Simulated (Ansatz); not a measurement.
Sr$_{2}$SeS: clamped-ion strain scan

All numbers below come from DFT PBEsol, scalar-relativistic, plane waves, PAW (Ansatz 0.2.0). Cutoff 420 eV, Γ-centred 9×9×9 k-points, Gaussian smearing of 0.05 eV. No spin polarisation. Energies are free energies at this smearing, counted from the undisturbed cell; pressure is positive in compression.

The starting cell (as given, not relaxed at this level; it stands at -1.8 GPa, and it needn't be the usual structure):

```yaml
crystal:
  lattice:
    - [2.17815, 1.25756, 7.12217]
    - [-2.17815, 1.25756, 7.12217]
    - [0.00000, -2.51511, 7.12217]
  atoms:
    - { symbol: Sr, position: [0.24718, 0.24718, 0.24718] }
    - { symbol: Sr, position: [0.75282, 0.75282, 0.75282] }
    - { symbol: Se, position: [0.00000, 0.00000, 0.00000] }
    - { symbol: S, position: [0.50000, 0.50000, 0.50000] }
```

The cell is strained by ε times the Voigt pattern (0, 0, 1, 0, 0, 0) (xx, yy, zz, yz, xz, xy; engineering shear) with fractional coordinates fixed.

```tsv
ε	ΔE (meV/atom)	stress summed along the pattern (GPa, tension positive)	pressure (GPa)	gap on the mesh (eV)
-0.0400	-2.2	-1.22	0.0	2.10
-0.0200	-3.8	0.31	-0.9	2.20
0.0000	0.0	1.79	-1.8	2.22
0.0100	3.9	2.51	-2.2	2.22
0.0300	15.7	3.92	-2.9	2.22
```